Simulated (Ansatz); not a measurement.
Fcc Ag (110), 5 layers, DFT, PBEsol, PAW with Ansatz's default frozen-core files, scalar-relativistic (Ansatz 0.2.0), on 2 threads of Arm Neoverse V2 (shared host).

Command: `ansatz run input.yaml --threads 2 --pin off --max-ram 4096MiB --backend cpu --events-out ev --progress --plain --runs-dir out`

```yaml
crystal:
  lattice:
    - [2.866903927, 0.0, 0.0]
    - [0.0, 4.0544144156, 0.0]
    - [0.0, 0.0, 21.7338]
  atoms:
    - { symbol: Ag, position: [0.0, 0.0, 0.3715776552] }
    - { symbol: Ag, position: [0.5, 0.5, 0.4323168633] }
    - { symbol: Ag, position: [0.0, 0.0, 0.4999999999] }
    - { symbol: Ag, position: [0.5, 0.5, 0.5676831369] }
    - { symbol: Ag, position: [0.0, 0.0, 0.6284223446] }
kpoints:
  mp_grid: { grid: [14, 10, 1] }
scf:
  occupations: { method: fermi_dirac, width: 0.05 }
hamiltonian:
  xc: pbesol
  pseudopotentials: { kind: paw }
output:
  forces: true
  stress: true
  eigenvalues: true
efield:
  axis: 3
  amplitude: 0.2
  dipole_correction: true
```

(1) How large is the problem that the program sets up?

(2) About how long does it take, and how much memory?

Answers

(1) 48 irreducible k-points, 4961 plane waves at Γ, 57 bands.

(2) 31 s of wall time for 9 SCF iterations, with a peak of 0.73 GiB. Times on shared machines scatter by tens of per cent.
